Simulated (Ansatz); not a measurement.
**Is this Be3Te2S structure a true minimum?**

It was reached by relaxing an invented guess, and it needn't be the stable form of this composition.

Method: Ansatz 0.2.0, DFT PBE, scalar-relativistic, plane waves, PAW. Plane waves to 420 eV, a k mesh through Γ of 4×4×4 on the computed 12-atom cell and Gaussian smearing (0.02 eV); no spin polarisation.

The cell below (12 atoms, space group Cmc2_1 (No. 36)) is relaxed within its symmetry.

```yaml
crystal:
  lattice:
    - [5.71788, -3.28995, 0.00000]
    - [5.71788, 3.28995, 0.00000]
    - [0.00000, 0.00000, 6.26890]
  atoms:
    - { symbol: Be, position: [0.86362, 0.13638, 0.84577] }
    - { symbol: Be, position: [0.13638, 0.86362, 0.34577] }
    - { symbol: Be, position: [0.16397, 0.53685, 0.88948] }
    - { symbol: Be, position: [0.83603, 0.46315, 0.38948] }
    - { symbol: Be, position: [0.53685, 0.16397, 0.38948] }
    - { symbol: Be, position: [0.46315, 0.83603, 0.88948] }
    - { symbol: Te, position: [0.16795, 0.50679, 0.50104] }
    - { symbol: Te, position: [0.83205, 0.49321, 0.00104] }
    - { symbol: Te, position: [0.50679, 0.16795, 0.00104] }
    - { symbol: Te, position: [0.49321, 0.83205, 0.50104] }
    - { symbol: S, position: [0.84543, 0.15457, 0.49819] }
    - { symbol: S, position: [0.15457, 0.84543, 0.99819] }
```

For the test it was strained at random (σ = 1.5 % a component), the atoms were moved at random (σ = 0.10 Å), and all was relaxed again on a coarse 2×4×4 mesh (in the run’s order of axes) with 0.10 eV smearing, with no symmetry imposed.

These runs have no spin–orbit coupling, which can matter for Te.

Task: Is the structure stable against such a distortion?

Result: It returns, within 1 meV/atom of the unmoved cell on that mesh and with the same symmetry when read at 0.1 Å. So it is stable against the distortions that fit this cell and that this random move excites. Modes that don't fit the cell aren't tested.
